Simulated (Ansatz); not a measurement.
The relaxed structure here is a generated cell of HfO2: the first start was made by placing the elements on the sites of a structure type, and the end was not matched to a known phase here, so it may be hypothetical. Known forms of HfO2 include space group No. 14, 29, 137, 225.

One starting cell of HfO2 (a generated cell, HfO2 built in the AFLOW prototype AB2_cF48_227_c_e (as in Ti2C)) was relaxed twice with Ansatz (plane waves, PAW, scalar-relativistic): with r2SCAN at 500 eV and with PBE at 420 eV. The r2SCAN result:

```yaml
crystal:
  lattice:
    - [0.00000, 4.52829, 4.52829]
    - [4.52829, 0.00000, 4.52829]
    - [4.52829, 4.52829, 0.00000]
  atoms:
    - { symbol: Hf, position: [0.62500, 0.62500, 0.62500] }
    - { symbol: Hf, position: [0.12500, 0.62500, 0.62500] }
    - { symbol: Hf, position: [0.62500, 0.12500, 0.62500] }
    - { symbol: Hf, position: [0.62500, 0.62500, 0.12500] }
    - { symbol: O, position: [0.85531, 0.85531, 0.85531] }
    - { symbol: O, position: [0.43407, 0.85531, 0.85531] }
    - { symbol: O, position: [0.85531, 0.43407, 0.85531] }
    - { symbol: O, position: [0.85531, 0.85531, 0.43407] }
    - { symbol: O, position: [0.39469, 0.39469, 0.39469] }
    - { symbol: O, position: [0.81593, 0.39469, 0.39469] }
    - { symbol: O, position: [0.39469, 0.81593, 0.39469] }
    - { symbol: O, position: [0.39469, 0.39469, 0.81593] }
```

```tsv
quantity	r2SCAN	PBE
space group	Fd-3m	Fd-3m
volume (Å³/atom)	15.48	15.82
a (Å)	9.057	9.124
gap (eV, no spin-orbit coupling)	3.91	3.37
```

Both levels end in the same structure; PBE's volume is 2.2 % larger; its gap is 0.54 eV smaller. Neither column is exact.

No spin polarisation in the result.

The run could not lose the symmetry of its start, so the end can be a saddle point.

Ansatz is a program for electronic structure.
